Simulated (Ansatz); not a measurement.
# Mechanical response of LiPb (Pm-3m)

```
Li Pb
1.0
     3.51257    0.00000    0.00000
     0.00000    3.51257    0.00000
     0.00000    0.00000    3.51257
Li Pb
1 1
Direct
  0.50000 0.50000 0.50000
  0.00000 0.00000 0.00000
```

Computed, not measured; unless marked otherwise by PBEsol, all-electron LAPW in Ansatz 0.2.0, scalar-relativistic. k mesh 14×14×14, Fermi-Dirac smearing of 0.100 eV, basis error target 1 meV/atom. The cell was relaxed by PAW under this functional.

The cell is cubic and carries a residual pressure of 0.00 GPa at this level. Each strain component that symmetry leaves independent is applied at ±0.005, the ions relax wherever a strain frees them, and the stress (tension positive, GPa) is read. Shears are engineering strains, γ = 2ε.

| strain | size | σxx | σyy | σzz | σyz | σxz | σxy |
| --- | --- | --- | --- | --- | --- | --- | --- |
| xx | -0.005 | -0.3081 | -0.1161 | -0.1161 | 0.0000 | 0.0000 | 0.0000 |
| xx | +0.005 | 0.3015 | 0.1187 | 0.1187 | 0.0000 | 0.0000 | 0.0000 |
| yz | -0.005 | 0.0024 | 0.0026 | 0.0026 | -0.0789 | 0.0000 | 0.0000 |
| yz | +0.005 | 0.0023 | 0.0026 | 0.0026 | 0.0789 | 0.0000 | 0.0000 |

A central difference gives one constant, for example C11 ≈ (0.3015 − (-0.3081))/(0.01) = 61.0 GPa; the program then imposes the crystal's symmetry on the whole matrix.

Task: What are the independent elastic constants?

Result: C11 = 61.0, C12 = 23.5, C44 = 15.8 GPa.

Task: Do they meet the Born conditions?

Result: C11 − C12 = 37.5, C11 + 2C12 = 107.9 and C44 = 15.8 GPa must all be positive, so the crystal is elastically stable; that says nothing yet of its phonons.

Task: What moduli does a random aggregate of grains have?

Result: B = (C11 + 2C12)/3 = 36.0 GPa. G_V = (C11 − C12 + 3C44)/5 = 17.0 and G_R = 5(C11 − C12)C44/(4C44 + 3(C11 − C12)) = 16.8, so G_H = 16.9 GPa. Then E = 9BG/(3B + G) = 43.8 GPa, ν = (3B − 2G)/(6B + 2G) = 0.297 and B/G = 2.13, on the ductile side of Pugh's 1.75 (a rule of thumb).

Task: With the density of 8.205 g/cm³, how fast does sound travel, and what Debye temperature follows?

Result: 

```csv
direction,slow (m/s),middle (m/s),fast (m/s)
[100],1387,1387,2726
[110],1387,1511,2659
[111],1471,1471,2636
```

The mean of v⁻³ over directions and branches gives v_m = 1602 m/s and θ_D = (ħ/k_B) v_m (6π²n)^(1/3) = 171 K, n being atoms per volume. Young's modulus spans 41 to 48 GPa over directions, and the universal anisotropy index is 0.04.

Task: How far do the constants move if PAW replaces LAPW in the same cell?

Result: 

```tsv
constant	LAPW (GPa)	PAW (GPa)	difference
C11	61.0	60.9	-0.1
C12	23.5	23.5	0.0
C44	15.8	15.8	0.0
```

Task: How do the constants change if the ions are clamped to the homogeneous strain?

Result: None moves by more than 0.3 GPa: by symmetry a homogeneous strain puts no force on these sites.

Caveats: responses of metals move with mesh and smearing; no spin-orbit coupling on heavy atoms; the frozen-core PAW files of the compared runs were fitted under PBE, their cores solved anew for this functional.
